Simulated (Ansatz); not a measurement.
Total density of states per atom from r²SCAN in the plane-wave PAW code Ansatz, in 0.25 eV bins, energy from the valence-band maximum:

```
E (eV)  states/eV/atom
------  --------------
-4.20             0.00
-3.95             0.58
-3.70             3.42
-3.45             0.00
-3.20             0.00
-2.95             0.00
-2.70             0.00
-2.45             0.00
-2.20             0.00
-1.95             0.00
-1.70             3.03
-1.45             4.22
-1.20             0.75
-0.95             0.00
-0.70             0.06
-0.45             0.54
-0.20             2.31
0.05              1.09
0.30              0.00
0.55              0.00
0.80              0.00
1.05              0.00
1.30              0.00
1.55              0.00
1.80              0.00
2.05              0.00
2.30              0.00
2.55              0.00
2.80              0.00
3.05              0.00
3.30              0.00
3.55              0.00
3.80              0.00
4.05              0.00
4.30              0.00
4.55              0.00
4.80              0.00
5.05              0.00
5.30              0.00
5.55              0.00
5.80              0.00
6.05              0.00
6.30              0.00
6.55              0.00
6.80              0.00
7.05              0.00
7.30              0.00
7.55              0.00
7.80              0.00
8.05              0.00
8.30              0.83
8.55              1.71
8.80              1.40
9.05              2.37
9.30              1.68
9.55              0.00
9.80              0.00
10.05             0.00
10.30             0.00
10.55             0.00
10.80             0.00
11.05             0.00
11.30             0.00
11.55             0.05
11.80             0.17
```

Problem. Pick the material that matches.
A. Tc3Ir, P6_3/mmc (Tc on 6h, Ir on 2d)
B. ZnAg3, P6_3/mmc (Zn on 2d, Ag on 6h)
C. N, P6_3/mmc (N on 4f)
D. AlN, NiAs type

Solution. C, N, P6_3/mmc (N on 4f). Top 1 eV of the valence band: N 2p 65 %, N 2s 31 %. Bottom 1 eV of the conduction band: N 2p 97 %. Projections are on Löwdin-orthogonalised atomic valence shells; empty p or d shells of many metals are not among them.

The first step of the workflow began from a Materials Project structure, measured or hypothetical; the Crystallography Open Database copy checked does not list it. It is not the usual solid phase (space group No. 205). The cell was relaxed with r²SCAN under the symmetry of its start. At this level the phase is mechanically unstable. The substance is a gas or liquid at ambient conditions. A crystal of weakly bound molecules computed without a dispersion correction: the cell and the soft elastic constants depend strongly on that.

Potentials: the later of the program's two PAW sets.
